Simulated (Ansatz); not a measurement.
InP:
```
CELL_PARAMETERS angstrom
      7.27219     0.00000     0.00000
      0.00000     7.27219     0.00000
      0.00000     0.00000     7.27219
ATOMIC_POSITIONS crystal
  In 0.25000 0.00000 0.50000
  In 0.50000 0.25000 0.00000
  In 0.50000 0.75000 0.00000
  In 0.75000 0.00000 0.50000
  In 0.00000 0.50000 0.75000
  In 0.00000 0.50000 0.25000
  P  0.25000 0.50000 0.00000
  P  0.00000 0.25000 0.50000
  P  0.00000 0.75000 0.50000
  P  0.75000 0.50000 0.00000
  P  0.50000 0.00000 0.75000
  P  0.50000 0.00000 0.25000
```

Relaxed with r²SCAN. Independent-particle spectrum: no excitons, no local fields, no scissors shift; 0.1 eV broadening; ε₁ of the summed bands alone.

Problem. Tabulate the dielectric function from the program Ansatz at the r²SCAN level (PAW).

Solution. 

| E (eV) | ε₁ xx | ε₂ xx |
|---|---|---|
| 0.0 | 7.93 | 0.00 |
| 0.3 | 7.99 | 0.00 |
| 0.6 | 8.18 | 0.00 |
| 0.9 | 8.62 | 0.00 |
| 1.2 | 9.30 | 0.78 |
| 1.5 | 9.26 | 1.33 |
| 1.8 | 9.60 | 1.72 |
| 2.1 | 9.21 | 2.83 |
| 2.4 | 9.49 | 2.07 |
| 2.7 | 11.21 | 2.61 |
| 3.0 | 13.27 | 4.60 |
| 3.3 | 11.12 | 9.54 |
| 3.6 | 10.45 | 11.34 |
| 3.9 | 7.35 | 12.47 |
| 4.2 | 2.58 | 11.78 |
| 4.5 | 1.80 | 10.17 |
| 4.8 | 2.25 | 9.53 |
| 5.1 | 0.75 | 9.79 |
| 5.4 | 0.48 | 9.97 |
| 5.7 | -2.07 | 8.11 |
| 6.0 | -0.63 | 7.92 |
| 6.3 | -4.09 | 8.16 |
| 6.6 | -4.00 | 5.29 |
| 6.9 | -3.07 | 4.18 |
| 7.2 | -3.37 | 3.78 |
| 7.5 | -2.85 | 3.06 |
| 7.8 | -2.80 | 2.71 |
| 8.1 | -2.45 | 2.04 |
| 8.4 | -2.17 | 1.87 |
| 8.7 | -1.93 | 1.49 |
| 9.0 | -1.52 | 1.34 |
| 9.3 | -1.51 | 1.27 |
| 9.6 | -1.21 | 1.17 |
| 9.9 | -1.26 | 1.02 |
| 10.2 | -1.03 | 0.90 |
| 10.5 | -1.00 | 0.85 |
| 10.8 | -0.88 | 0.63 |
| 11.1 | -0.71 | 0.54 |
| 11.4 | -0.59 | 0.52 |
| 11.7 | -0.46 | 0.44 |
| 12.0 | -0.37 | 0.45 |

Problem. From ε at 3.0 eV (xx: 13.27 + 4.60i), find n, k, the normal reflectivity and the absorption coefficient.

Solution. n = 3.70, k = 0.622, R = 34 %, α = 2kE/ħc = 190000 cm⁻¹.

With all bands, ε∞ without local fields is 8.03.

Space group Pm-3n. The start of the workflow was typed in or built on a structure type; neither database checked (COD, Materials Project) lists it. It is not the phase usual at ambient conditions (space group No. 216). The cell was relaxed with r²SCAN under the symmetry of its start; its stability against distortions is not shown here. The volume moved by 28 % from the start of the relaxation. Spin–orbit coupling is left out wherever it is not named.

Potentials: the later of the program's two PAW sets.
